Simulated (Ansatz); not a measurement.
Relaxation of a generated cell, Zn placed in the hcp structure type; 2 atoms in the cell, which starts as P6₃/mmc (No. 194), hP2; a = b = 2.6600 Å, c = 4.9370 Å, α = β = 90.00°, γ = 120.00°. Computed with r2SCAN (plane waves to 500 eV, PAW, scalar-relativistic; Ansatz, a quantum-chemistry and plane-wave program). Γ-centred k-mesh 14×14×7 on the run's cell (coarser than for final values), Fermi–Dirac smearing 0.05 eV. This is the first round of the run. 

The optimiser's lines from the output (shortened; P is positive under compression):

```
relax step   1: F+E_penalty+E_count = -6651.33040019 eV  Δ(F+E_penalty+E_count) = +0.000e0 eV  max|allowed force component| = 8.327e-17 eV/Å  Δτ_max = 0.0000 Å  P = -4.092 GPa  Ω = 30.252 Å³  (7 SCF iters, dr2 threshold 1.00e-7 eV, accepted)
relax step   2: F+E_penalty+E_count = -6651.35430058 eV  Δ(F+E_penalty+E_count) = -2.390e-2 eV  max|allowed force component| = 2.128e-16 eV/Å  Δτ_max = 0.0000 Å  P = -0.724 GPa  Ω = 28.866 Å³  (6 SCF iters, dr2 threshold 2.00e-7 eV, accepted)
relax step   3: F+E_penalty+E_count = -6651.35592160 eV  Δ(F+E_penalty+E_count) = -1.621e-3 eV  max|allowed force component| = 1.665e-16 eV/Å  Δτ_max = 0.0000 Å  P = +0.227 GPa  Ω = 28.498 Å³  (5 SCF iters, dr2 threshold 2.00e-7 eV, accepted)
relax step   4: F+E_penalty+E_count = -6651.35651165 eV  Δ(F+E_penalty+E_count) = -5.901e-4 eV  max|allowed force component| = 1.018e-16 eV/Å  Δτ_max = 0.0000 Å  P = +0.291 GPa  Ω = 28.423 Å³  (5 SCF iters, dr2 threshold 2.00e-7 eV, accepted)
relax step   5: F+E_penalty+E_count = -6651.35021463 eV  Δ(F+E_penalty+E_count) = +6.297e-3 eV  max|allowed force component| = 2.220e-16 eV/Å  Δτ_max = 0.0000 Å  P = +0.714 GPa  Ω = 28.071 Å³  (5 SCF iters, dr2 threshold 2.00e-7 eV, rejected (line search))
relax step   6: F+E_penalty+E_count = -6651.35728629 eV  Δ(F+E_penalty+E_count) = -7.746e-4 eV  max|allowed force component| = 1.943e-16 eV/Å  Δτ_max = 0.0000 Å  P = -0.030 GPa  Ω = 28.451 Å³  (10 SCF iters, accepted)
relax step   7: F+E_penalty+E_count = -6651.35701764 eV  Δ(F+E_penalty+E_count) = +2.687e-4 eV  max|allowed force component| = 2.683e-16 eV/Å  Δτ_max = 0.0000 Å  P = +0.084 GPa  Ω = 28.356 Å³  (5 SCF iters, dr2 threshold 2.00e-7 eV, rejected (line search))
relax step   8: F+E_penalty+E_count = -6651.35743059 eV  Δ(F+E_penalty+E_count) = -1.443e-4 eV  max|allowed force component| = 3.701e-16 eV/Å  Δτ_max = 0.0000 Å  P = -0.009 GPa  Ω = 28.423 Å³  (9 SCF iters, accepted)
relax step   9: F+E_penalty+E_count = -6651.35743999 eV  Δ(F+E_penalty+E_count) = -9.400e-6 eV  max|allowed force component| = 1.850e-16 eV/Å  Δτ_max = 0.0000 Å  P = -0.000 GPa  Ω = 28.416 Å³  (4 SCF iters, dr2 threshold 1.08e-8 eV, accepted)
relax step  10: F+E_penalty+E_count = -6651.35679678 eV  Δ(F+E_penalty+E_count) = +6.432e-4 eV  max|allowed force component| = 1.943e-16 eV/Å  Δτ_max = 0.0000 Å  P = -0.041 GPa  Ω = 28.416 Å³  stress off target by 5.40e-2 GPa  SCF on the basis re-selected at this cell (its energy is not comparable with the rows above)  (6 SCF iters)
relax step  11: F+E_penalty+E_count = -6651.35680195 eV  Δ(F+E_penalty+E_count) = -5.172e-6 eV  max|allowed force component| = 1.573e-16 eV/Å  Δτ_max = 0.0000 Å  P = -0.022 GPa  Ω = 28.409 Å³  (3 SCF iters, dr2 threshold 7.29e-9 eV, accepted)
relax step  12: F+E_penalty+E_count = -6651.35680555 eV  Δ(F+E_penalty+E_count) = -3.604e-6 eV  max|allowed force component| = 1.573e-16 eV/Å  Δτ_max = 0.0000 Å  P = +0.000 GPa  Ω = 28.403 Å³  (4 SCF iters, dr2 threshold 1.60e-9 eV, accepted)
relax step  13: F+E_penalty+E_count = -6651.35679525 eV  Δ(F+E_penalty+E_count) = +1.031e-5 eV  max|allowed force component| = 2.128e-16 eV/Å  Δτ_max = 0.0000 Å  P = -0.000 GPa  Ω = 28.403 Å³  stress off target by 6.62e-4 GPa  SCF on the basis re-selected at this cell (its energy is not comparable with the rows above)  (4 SCF iters)
```

From the first to the last row the energy changes by -0.01 eV/atom and the volume by -6.1 %. The last row is marked as not comparable with the walk above it, whose basis was carried along; it does compare with step 1, since both stand on a basis selected at the nominal cutoff for their own cell.

Steps 5, 7 were rejected by the optimiser.

Later rounds, restarted from the end of this one on a renewed k-mesh, logged 5 more steps and released under 0.01 eV/atom more. The final structure after all rounds: P6₃/mmc (No. 194), hP2, hcp (Mg type); a = b = 2.647 Å, c = 4.678 Å, α = β = 90.00°, γ = 120.00°. Between re-selections the logged energies stand on a plane-wave basis carried along with the cell. No spin polarisation in the result.

The run could not lose the symmetry of its start.

All atoms sit on sites fixed by symmetry, so only the cell could relax.
